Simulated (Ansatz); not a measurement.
ZrGa3, DFT, LDA, all-electron LAPW, scalar-relativistic (Ansatz 0.2.0), run on 1 thread of Intel(R) Xeon(R) 6975P-C (Granite Rapids) on a shared host.

The geometry is COD entry 1523054, unchecked; take it as a test cell. It is an old determination, and later ones may differ. The listed cell was then made from it by scaling, straining or moving an atom.

Command: `ansatz run input.yaml --threads 1 --pin off --max-ram 4096MiB --backend cpu --events-out ev --progress --plain --runs-dir out`

```yaml
crystal:
  lattice:
    - [-2.0244412589, 2.0244412589, 4.4501001635]
    - [2.0244412589, -2.0244412589, 4.4501001635]
    - [2.0244412589, 2.0244412589, -4.4501001635]
  atoms:
    - { symbol: Zr, position: [0.0, 0.0, 0.0] }
    - { symbol: Ga, position: [0.5, 0.5, 0.0] }
    - { symbol: Ga, position: [0.75, 0.25, 0.5] }
    - { symbol: Ga, position: [0.25, 0.75, 0.5] }
kpoints:
  mp_grid: { grid: [12, 12, 12] }
  band_path:
    path:
      - [0.0, 0.0, 0.0]
      - [0.0, 0.0, 0.5]
      - [0.25, 0.25, 0.25]
      - [0.0, 0.5, 0.0]
      - [0.0, 0.0, 0.0]
      - [0.5, 0.5, -0.5]
      - [0.3017381381, 0.6982618619, -0.3017381381]
      - [-0.3017381381, 0.3017381381, 0.3017381381]
      - [0.0, 0.0, 0.0]
    npoints: 5
scf:
  occupations: { method: fermi_dirac, width: 0.03 }
hamiltonian:
  xc: lda
  pseudopotentials: { kind: all_electron, lapw: { basis_error: 0.001 } }
output:
  forces: true
  stress: true
  eigenvalues: true
```

Problem. How large is the problem that the program sets up?

Solution. 163 irreducible k-points, 551 plane waves at Γ, 55 bands.

Problem. Estimate the wall time and the peak memory.

Solution. 74 s of wall time for 11 SCF iterations, with a peak of 1.2 GiB. Times on shared machines scatter by tens of per cent.
